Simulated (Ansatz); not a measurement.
Ge2Mo:
```
CELL_PARAMETERS angstrom
      0.00000     4.20823     4.44327
      2.39053     0.00000     4.44327
      2.39053     4.20823     0.00000
ATOMIC_POSITIONS crystal
  Ge 0.66486 0.33514 0.66486
  Ge 0.33514 0.66486 0.33514
  Ge 0.58514 0.91486 0.58514
  Ge 0.91486 0.58514 0.91486
  Mo 0.00000 0.00000 0.00000
  Mo 0.25000 0.25000 0.25000
```

Relaxed with PBEsol. Special points in fractions of this cell's reciprocal vectors: Γ (0.000, 0.000, 0.000); Y (0.500, 0.000, 0.500); T (1.000, 0.500, 0.500); Z (0.500, 0.500, 0.000); Σ0 (0.000, 0.403, 0.403); U0 (1.000, 0.597, 0.597); C0 (0.500, 0.242, 0.742); A0 (0.500, 0.758, 0.258); L (0.500, 0.500, 0.500).

**Question.** List the band energies nearest the Fermi level at these points for DFT-PBEsol in the program Ansatz with PAW potentials.

**Answer.** In eV from the Fermi level; about four levels below and three above (degenerate sets whole), none deeper than 8.9 eV; points with the same levels are listed once.

| k | below | above |
|---|---|---|
| Γ | -3.00 -2.37 -2.27 -2.20 | 0.30 1.37 2.06 |
| Y | -2.70 -2.70 -0.30 -0.30 | 1.59 1.59 2.21 2.21 |
| T | -2.23 -2.23 -0.75 -0.75 | 0.79 0.79 1.48 1.48 |
| Z | -2.02 -2.02 -1.01 -1.01 | 2.30 2.30 2.37 2.37 |
| Σ0 | -1.62 -1.54 -0.78 -0.77 | 0.23 1.22 1.61 |
| C0 | -3.07 -3.07 -2.72 -2.72 | 0.01 0.01 0.50 0.50 |
| L | -2.68 -1.78 -1.50 -0.38 | 0.04 0.35 0.95 |

Space group Fddd. The cell is a constructed one: a structure type filled with these elements; neither database checked (COD, Materials Project) lists it. COD files the formula under space group No. 62. Whether it is the stable phase at ambient conditions was not checked. Symmetry was held in the PBEsol relaxation; whether a distortion lowers the energy is not shown. No spin polarisation was allowed. Spin–orbit coupling is left out wherever it is not named.

Potentials: the later of the program's two PAW sets.
